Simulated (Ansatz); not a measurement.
CdSiP2:
```
CdSiP2
1.0
   -2.82206     2.82206     5.24987
    2.82206    -2.82206     5.24987
    2.82206     2.82206    -5.24987
Cd Si P
2 2 4
Cartesian
  0.00000   2.82206   2.62493
  0.00000   0.00000   0.00000
  2.82206   0.00000   2.62493
  0.00000   0.00000   5.24987
  1.41103   1.65190  -1.31247
  1.41103   1.17016   3.93740
  3.99222   1.41103   1.31247
 -1.17016   1.41103   6.56233
```

Relaxed with PBEsol. Special points in fractions of this cell's reciprocal vectors: Γ (0.000, 0.000, 0.000); X (0.000, 0.000, 0.500); P (0.250, 0.250, 0.250); N (0.000, 0.500, 0.000); M (0.500, 0.500, -0.500); S (0.322, 0.678, -0.322); S0 (-0.322, 0.322, 0.322); R (-0.144, 0.144, 0.500); G (0.500, 0.500, -0.144).

Problem. List the band energies nearest the valence-band maximum at these points for plane-wave PAW PBEsol (Ansatz code).

Solution. In eV from the valence-band maximum; about four levels below and three above (degenerate sets whole), none deeper than 8.9 eV; points with the same levels are listed once.

```
k                         below                above
-  ----------------------------  -------------------
Γ  -2.03 -2.03 -0.25 -0.25 0.00       1.24 1.93 1.95
X       -0.92 -0.92 -0.46 -0.46  1.84 1.84 2.96 2.96
P       -0.95 -0.95 -0.79 -0.79  2.48 2.48 2.62 2.62
N       -1.84 -1.63 -0.98 -0.57       2.43 2.75 2.86
M       -1.88 -1.88 -0.81 -0.81  1.81 1.81 1.88 1.88
S       -1.96 -1.82 -0.87 -0.25       1.66 2.65 2.89
R       -1.03 -1.03 -0.71 -0.71  2.10 2.10 3.27 3.27
```

Space group I-42d (chalcopyrite). The cell was relaxed with PBEsol under the symmetry of its start. Scalar-relativistic: spin–orbit coupling is off unless named, which matters more the heavier the elements.

Potentials: the later of the program's two PAW sets.
